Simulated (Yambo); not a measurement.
Input:

```
RbBr
1.0
    0.00000     3.31896     3.31896
    3.31896     0.00000     3.31896
    3.31896     3.31896     0.00000
Br Rb
1 1
Direct
  0.50000   0.50000   0.50000
  0.00000   0.00000   0.00000
```

Workflow: PBEsol (Quantum ESPRESSO, PseudoDojo norm-conserving, 46 Ry, scalar-relativistic), then G0W0 in Yambo (4×4×4 Γ-centred k mesh, 145 bands and a 8 Ry block in the screening, 145 bands in G with the Bruneval-Gonze terminator, plasmon pole fitted at 27.2 eV).

### Question
Give the PBEsol and G0W0 gaps between the band edges found on this mesh, and say where the edges lie.

### Answer
Edges: Γ → Γ. PBEsol: 4.45 eV; G0W0: 6.97 eV. Convergence of the G0W0 settings was not tested. Spin-orbit splittings are left out.

Geometry strained from the cell relaxed with PBEsol, atoms relaxed again.
